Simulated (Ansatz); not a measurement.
Given:

ZnSnO3:
```cif
data_O6Sn2Zn2
_chemical_formula_sum 'Zn2 Sn2 O6'
_space_group_name_H-M_alt 'P 1'
_space_group_IT_number 1
_cell_length_a 5.51857
_cell_length_b 5.51857
_cell_length_c 5.51857
_cell_angle_alpha 56.515
_cell_angle_beta 56.515
_cell_angle_gamma 56.515
loop_
_space_group_symop_operation_xyz
  'x, y, z'
loop_
_atom_site_label
_atom_site_type_symbol
_atom_site_fract_x
_atom_site_fract_y
_atom_site_fract_z
_atom_site_occupancy
Zn1 Zn 0.71532 0.71532 0.71532 1
Zn2 Zn 0.21532 0.21532 0.21532 1
Sn1 Sn 0.99754 0.99754 0.99754 1
Sn2 Sn 0.49754 0.49754 0.49754 1
O1 O 0.39520 0.78970 0.10364 1
O2 O 0.78970 0.10364 0.39520 1
O3 O 0.10364 0.39520 0.78970 1
O4 O 0.60364 0.28970 0.89520 1
O5 O 0.89520 0.60364 0.28970 1
O6 O 0.28970 0.89520 0.60364 1
```

This is the LDA-relaxed structure.

Problem. All from plane-wave PAW LDA (Ansatz code), unless another level is named. Predict the vibrational entropy at 300 K.

Solution. 20.1 J/(K·mol of atoms).

Problem. Give the Hill bulk and shear moduli.

Solution. 199 and 81.1 GPa.

Problem. And the highest zone-centre frequency (without LO–TO term)?

Solution. 689 cm⁻¹.

Space group R3c. The LDA relaxation kept the symmetry of its start. Scalar-relativistic: spin–orbit coupling is off unless named, which matters more the heavier the elements.

Potentials: the later of the program's two PAW sets.
